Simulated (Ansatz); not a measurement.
Input, command and steps of an Ansatz relaxation.

```yaml
crystal:
  lattice:
    - [6.145329, 0.115726, -0.024754]
    - [0.115726, 6.283031, -0.134956]
    - [-0.024754, -0.134956, 6.342707]
  atoms:
    - { symbol: Ti, position: [0.3368438279, 0.157255005, 0.0913894213] }
    - { symbol: Ti, position: [0.5927031063, 0.0103551157, 0.7930671607] }
    - { symbol: Ti, position: [0.3395527989, 0.2303532525, 0.5241418577] }
    - { symbol: Ti, position: [0.5900440789, 0.9056534828, 0.302435825] }
    - { symbol: Ti, position: [0.910877827, 0.7627398625, 0.0076912566] }
    - { symbol: Ti, position: [0.3362296761, 0.7358341991, 0.6002898265] }
    - { symbol: Ti, position: [0.6025976657, 0.4949388012, 0.2742516952] }
    - { symbol: Ti, position: [0.8775850026, 0.2046282718, 0.0688828662] }
    - { symbol: Ti, position: [0.1367725993, 0.5175873502, 0.2665214116] }
    - { symbol: Ti, position: [0.6036161933, 0.4876744455, 0.8500576353] }
    - { symbol: Ti, position: [0.1484829479, 0.4607765693, 0.8226741107] }
    - { symbol: Ti, position: [0.8544863754, 0.2232915007, 0.5559916657] }
    - { symbol: Ti, position: [0.8797470271, 0.7237459747, 0.5752722506] }
    - { symbol: Be, position: [0.32046135, 0.7856359171, 0.0254597024] }
    - { symbol: Be, position: [0.1234807496, 0.0005690098, 0.7790408213] }
    - { symbol: Be, position: [0.080761198, 0.9413819109, 0.3137583393] }
  symmetry: { detect: false }
basis:
  ecutwfc: 420
kpoints:
  mp_grid: { grid: [2, 2, 2], shift: [0.5, 0.5, 0.5] }
hamiltonian:
  xc: pbe
scf:
  occupations: { method: gaussian, width: 0.1 }
  lower_state_search: "off"
output:
  forces: true
  stress: true
  eigenvalues: true
relax:
  adjacent_minimum: "off"
  f_tol: 0.04
  max_steps: 70
  cell: { stress_tol: 0.3 }
```

```bash
ansatz run input.yaml --threads 2 --pin off --max-ram 5120MiB --backend cpu --events-out ev --progress --plain --runs-dir out
```

Level of theory: Ansatz, DFT PBE, scalar-relativistic, plane waves, PAW.

Of 9 frames 9 are shown, positions in Å and forces in eV/Å; the SCF threshold varies from step to step. Steps run on the plane waves of an earlier cell, with a Pulay correction in the pressure. The basis is chosen afresh for the last frame, the zero of the energies, and can be on the way; energy and pressure step there, also at an unchanged geometry. The mark taken_back stands on steps that the optimiser undid.

```xyz
16
Lattice="6.1453 0.1157 -0.0248 0.1157 6.2830 -0.1350 -0.0248 -0.1350 6.3427" Properties=species:S:1:pos:R:3:forces:R:3 pbc="T T T" step=1 free_energy_over_end_meV_per_atom=62.40 pressure_GPa=3.74
Ti    2.0860    1.0147    0.5501   -0.2750    0.8920   -0.1240
Ti    3.6239    0.0266    5.0141    0.2100    0.1180    0.1430
Ti    2.1003    1.4159    3.2850    0.1240   -0.1400    0.1480
Ti    3.7233    5.7177    1.7814    0.3950    0.4060   -0.2670
Ti    5.6857    4.8967   -0.0767   -0.6060    0.1280    0.2010
Ti    2.1365    4.5812    3.6998    0.3210   -0.1110   -0.7120
Ti    3.7536    3.1424    1.6578   -0.1360   -0.7670    0.7140
Ti    5.4150    1.3779    0.3876   -0.0310   -0.0060    0.2420
Ti    0.8938    3.2319    1.6172    0.2850    0.3530   -0.2250
Ti    3.7448    3.0192    5.3109   -0.3060   -0.0620   -0.5410
Ti    0.9454    2.8012    5.1521    0.3510   -0.5080    0.8910
Ti    5.2632    1.4268    3.4752   -0.0110   -0.0930   -0.4190
Ti    5.4759    4.5715    3.5293   -0.6520   -0.1350   -0.4960
Be    2.0596    4.9698    0.0475   -0.0370   -0.7690   -0.4040
Be    0.7396   -0.0873    4.9381   -0.3230    0.7780    0.3950
Be    0.5975    5.8817    1.8610    0.6910   -0.0850    0.4550
16
Lattice="6.1562 0.0650 0.0059 0.0610 6.4037 -0.1593 0.0087 -0.1612 6.4036" Properties=species:S:1:pos:R:3:forces:R:3 pbc="T T T" step=2 free_energy_over_end_meV_per_atom=21.25 pressure_GPa=-0.04
Ti    2.0675    1.0763    0.5481   -0.3010   -0.1020    0.1800
Ti    3.6896    0.0182    5.0959    0.2470    0.1120    0.3430
Ti    2.1237    1.4066    3.3681    0.0370   -0.0010   -0.0820
Ti    3.7001    5.7974    1.6946   -0.1940    0.1170    0.2290
Ti    5.5984    4.9507   -0.0372   -0.0390   -0.0560   -0.2780
Ti    2.1107    4.6754    3.7001    0.0980   -0.2070   -0.2140
Ti    3.7023    3.0719    1.7859    0.0320    0.1680   -0.2360
Ti    5.4085    1.3477    0.5295    0.1970    0.0820   -0.0310
Ti    0.9418    3.3569    1.5956    0.0460   -0.0830    0.1680
Ti    3.7045    2.9791    5.3138    0.1110    0.0790   -0.0260
Ti    0.9754    2.8030    5.2974   -0.3640   -0.2480    0.0100
Ti    5.2989    1.3511    3.4190    0.1160    0.0710    0.0740
Ti    5.3616    4.5716    3.5042    0.1860   -0.0700    0.0080
Be    2.0164    5.0228   -0.0704    0.0500   -0.0790   -0.1870
Be    0.7010   -0.0219    5.0322   -0.2870    0.1690    0.0770
Be    0.7388    5.9312    1.9213    0.0660    0.0480   -0.0360
16
Lattice="6.0776 0.0266 0.0208 0.0194 6.4264 -0.1895 0.0260 -0.1914 6.4460" Properties=species:S:1:pos:R:3:forces:R:3 pbc="T T T" step=3 free_energy_over_end_meV_per_atom=12.49 pressure_GPa=0.18
Ti    2.0033    1.0542    0.5708   -0.1340   -0.0470    0.1290
Ti    3.6846   -0.0020    5.1737    0.1680    0.0640    0.1360
Ti    2.1227    1.3864    3.3930    0.0970    0.0190   -0.0840
Ti    3.6030    5.8086    1.7075   -0.1780   -0.0410    0.0110
Ti    5.4776    4.9260   -0.0547   -0.0100    0.0750   -0.1710
Ti    2.0711    4.6408    3.7078    0.0990   -0.1960   -0.0100
Ti    3.6512    3.0741    1.7579    0.0120    0.0740   -0.1670
Ti    5.3453    1.3174    0.5740    0.0280   -0.0040    0.0160
Ti    0.9169    3.3600    1.5903    0.0230    0.0150    0.1340
Ti    3.6557    2.9345    5.3233    0.0510    0.0670    0.0260
Ti    0.9182    2.7361    5.3352   -0.2180   -0.1950   -0.0830
Ti    5.2517    1.3370    3.4363    0.0770    0.0650    0.0300
Ti    5.2770    4.5346    3.5124    0.0410   -0.0010    0.0700
Be    1.9679    5.0046   -0.1395    0.1180    0.0300   -0.0150
Be    0.6559   -0.0263    5.0675   -0.1280    0.0320   -0.0050
Be    0.7297    5.9213    1.9182   -0.0460    0.0430   -0.0170
16
Lattice="5.8164 -0.0309 0.0436 -0.0458 6.4597 -0.2857 0.0545 -0.2844 6.6836" Properties=species:S:1:pos:R:3:forces:R:3 pbc="T T T" step=4 free_energy_over_end_meV_per_atom=10.50 pressure_GPa=0.61
Ti    1.8396    0.9614    0.6863   -0.1630   -0.0230   -0.1850
Ti    3.5967   -0.0029    5.3939    0.0690   -0.3250   -0.0330
Ti    2.1348    1.4156    3.4765   -0.2590   -0.2330   -0.0370
Ti    3.3659    5.7603    1.7337   -0.1870   -0.0930   -0.1800
Ti    5.2195    4.9827   -0.2246    0.0680    0.0890    0.3860
Ti    2.0308    4.4302    3.8310   -0.3320    0.1140   -0.2290
Ti    3.4802    3.0865    1.6438   -0.0640   -0.0530    0.2230
Ti    5.0842    1.2282    0.7117    0.0310   -0.1280   -0.1330
Ti    0.7848    3.4137    1.5823    0.2310    0.0800   -0.0450
Ti    3.5356    2.8253    5.5089   -0.0160   -0.0580   -0.1350
Ti    0.7897    2.4903    5.5433   -0.1210    0.3670   -0.0730
Ti    5.0106    1.3449    3.5144    0.4860    0.3210    0.0590
Ti    4.9450    4.4380    3.6116    0.1440   -0.0390    0.2610
Be    1.9852    4.9257   -0.2813    0.0120    0.1100    0.2130
Be    0.6261   -0.0273    5.1603   -0.0330   -0.2660   -0.0170
Be    0.5803    5.9083    2.0508    0.1330    0.1360   -0.0750
16
Lattice="5.9070 -0.0506 0.0409 -0.0638 6.4442 -0.2498 0.0509 -0.2490 6.6228" Properties=species:S:1:pos:R:3:forces:R:3 pbc="T T T" step=5 free_energy_over_end_meV_per_atom=1.82 pressure_GPa=-0.08
Ti    1.8710    0.9840    0.6216   -0.0280    0.0050    0.0410
Ti    3.6694   -0.0412    5.3425    0.0340   -0.0960    0.0070
Ti    2.1307    1.3536    3.4683    0.1170    0.0110   -0.0570
Ti    3.3678    5.7420    1.7259    0.0360    0.0040   -0.1180
Ti    5.2723    4.9204   -0.1129    0.0440    0.0860    0.1100
Ti    1.9953    4.4868    3.7953    0.0370   -0.0780    0.0380
Ti    3.5296    3.0436    1.7077   -0.0060    0.0110    0.0190
Ti    5.1693    1.2234    0.6721   -0.0650   -0.0200   -0.0430
Ti    0.8406    3.3977    1.5941    0.0060   -0.0170   -0.0640
Ti    3.5500    2.8418    5.4554    0.0040    0.0050   -0.0510
Ti    0.7909    2.5818    5.4777   -0.1010    0.0030    0.0420
Ti    5.1515    1.3619    3.5085    0.0010    0.0830   -0.0040
Ti    5.0455    4.4395    3.6113   -0.1210    0.0450    0.0410
Be    1.9478    4.9448   -0.2414    0.0410    0.0090    0.0140
Be    0.6104   -0.0498    5.1504   -0.0150   -0.0260   -0.0020
Be    0.6054    5.9220    2.0034    0.0150   -0.0240    0.0270
16
Lattice="5.8712 -0.0744 0.0513 -0.0889 6.4392 -0.2511 0.0624 -0.2497 6.6548" Properties=species:S:1:pos:R:3:forces:R:3 pbc="T T T" step=6 free_energy_over_end_meV_per_atom=0.61 pressure_GPa=0.15
Ti    1.8359    0.9675    0.6271    0.0090    0.0270    0.0540
Ti    3.6710   -0.0670    5.3758    0.0200    0.0000   -0.0080
Ti    2.1470    1.3466    3.4873    0.0800   -0.0330   -0.0230
Ti    3.3181    5.7270    1.7269   -0.0170   -0.0420   -0.0350
Ti    5.2313    4.9101   -0.0824    0.0630    0.0540    0.0480
Ti    1.9724    4.4451    3.8174    0.0080   -0.0220    0.0070
Ti    3.5007    3.0350    1.7089    0.0180    0.0000    0.0170
Ti    5.1196    1.1978    0.6884   -0.0710   -0.0390   -0.0110
Ti    0.8227    3.3939    1.5972    0.0110    0.0120   -0.0400
Ti    3.5301    2.8209    5.4838   -0.0340    0.0060    0.0040
Ti    0.7578    2.5656    5.5118    0.0060   -0.0060    0.0010
Ti    5.1407    1.3827    3.5262   -0.0340    0.0040   -0.0190
Ti    4.9789    4.4200    3.6475   -0.0650    0.0190   -0.0280
Be    1.9387    4.9210   -0.2511    0.0340    0.0020    0.0200
Be    0.6034   -0.0552    5.1607    0.0240    0.0000   -0.0060
Be    0.5885    5.9136    2.0433   -0.0500    0.0170    0.0180
16
Lattice="5.9133 -0.0805 0.0668 -0.0943 6.4196 -0.2555 0.0784 -0.2544 6.6332" Properties=species:S:1:pos:R:3:forces:R:3 pbc="T T T" step=7 free_energy_over_end_meV_per_atom=1.24 pressure_GPa=0.15 taken_back
Ti    1.8152    0.9607    0.6482    0.0400    0.0050   -0.0220
Ti    3.7260   -0.0832    5.3831   -0.0600   -0.0050    0.0230
Ti    2.2381    1.3181    3.5000   -0.0790   -0.0200   -0.0160
Ti    3.2933    5.6755    1.6776    0.0590    0.0360    0.0880
Ti    5.2956    4.9030   -0.0372    0.0080   -0.0250   -0.0410
Ti    1.9929    4.3869    3.7874   -0.0230    0.0240   -0.0010
Ti    3.5348    2.9979    1.7146   -0.1070    0.1300   -0.0350
Ti    5.1313    1.1953    0.6837    0.1030   -0.0470    0.0890
Ti    0.8402    3.4015    1.5718    0.0080   -0.0920    0.0260
Ti    3.5637    2.8225    5.5087   -0.0310    0.0150   -0.1140
Ti    0.7918    2.5444    5.4917   -0.0120   -0.0120    0.0310
Ti    5.2005    1.4018    3.5330    0.1040   -0.0040   -0.0360
Ti    4.9731    4.4038    3.6324    0.0890    0.0330   -0.0120
Be    1.9215    4.9364   -0.3111   -0.0080   -0.0530    0.0520
Be    0.6352   -0.0747    5.1262   -0.0090   -0.0090   -0.0210
Be    0.5979    5.9061    2.0970   -0.0830    0.0240   -0.0090
16
Lattice="5.8789 -0.0790 0.0615 -0.0937 6.4395 -0.2502 0.0731 -0.2488 6.6614" Properties=species:S:1:pos:R:3:forces:R:3 pbc="T T T" step=8 free_energy_over_end_meV_per_atom=0.17 pressure_GPa=-0.10
Ti    1.8244    0.9613    0.6455    0.0030    0.0250   -0.0050
Ti    3.6929   -0.0719    5.3952   -0.0010    0.0090   -0.0130
Ti    2.1879    1.3324    3.4965    0.0020    0.0000    0.0200
Ti    3.3047    5.7124    1.7204   -0.0100   -0.0060   -0.0090
Ti    5.2579    4.9174   -0.0595   -0.0110   -0.0020    0.0020
Ti    1.9729    4.4258    3.8186   -0.0230    0.0060    0.0070
Ti    3.5061    3.0331    1.7106   -0.0020    0.0030   -0.0040
Ti    5.1127    1.1890    0.7005    0.0000    0.0000    0.0070
Ti    0.8252    3.3991    1.5917   -0.0030    0.0010    0.0000
Ti    3.5395    2.8286    5.4956    0.0110   -0.0250    0.0330
Ti    0.7681    2.5563    5.5225    0.0220    0.0050   -0.0110
Ti    5.1643    1.4022    3.5371    0.0110    0.0140   -0.0070
Ti    4.9626    4.4253    3.6539   -0.0120   -0.0230    0.0060
Be    1.9456    4.9203   -0.2605    0.0100   -0.0110   -0.0130
Be    0.6199   -0.0566    5.1559    0.0000    0.0060   -0.0120
Be    0.5696    5.9236    2.0770    0.0010   -0.0010   -0.0020
16
Lattice="5.8789 -0.0790 0.0615 -0.0937 6.4395 -0.2502 0.0731 -0.2488 6.6614" Properties=species:S:1:pos:R:3:forces:R:3 pbc="T T T" step=9 free_energy_over_end_meV_per_atom=0.00 pressure_GPa=-0.06
Ti    1.8244    0.9613    0.6455    0.0030    0.0250   -0.0050
Ti    3.6929   -0.0719    5.3952   -0.0010    0.0090   -0.0130
Ti    2.1879    1.3324    3.4965    0.0020    0.0000    0.0200
Ti    3.3047    5.7124    1.7204   -0.0100   -0.0060   -0.0090
Ti    5.2579    4.9174   -0.0595   -0.0110   -0.0020    0.0020
Ti    1.9729    4.4258    3.8186   -0.0230    0.0060    0.0070
Ti    3.5061    3.0331    1.7106   -0.0010    0.0030   -0.0040
Ti    5.1127    1.1890    0.7005    0.0000    0.0000    0.0070
Ti    0.8252    3.3991    1.5917   -0.0030    0.0010   -0.0010
Ti    3.5395    2.8286    5.4956    0.0120   -0.0250    0.0330
Ti    0.7681    2.5563    5.5225    0.0220    0.0050   -0.0110
Ti    5.1643    1.4022    3.5371    0.0110    0.0140   -0.0070
Ti    4.9626    4.4253    3.6539   -0.0120   -0.0240    0.0060
Be    1.9456    4.9203   -0.2605    0.0100   -0.0110   -0.0130
Be    0.6199   -0.0566    5.1559    0.0000    0.0060   -0.0120
Be    0.5696    5.9236    2.0770    0.0010   -0.0010   -0.0020
```

It took 83 s on 2 threads of Arm Neoverse V1, with other jobs on the host, peak memory 0.58 GiB.

The k mesh is coarse.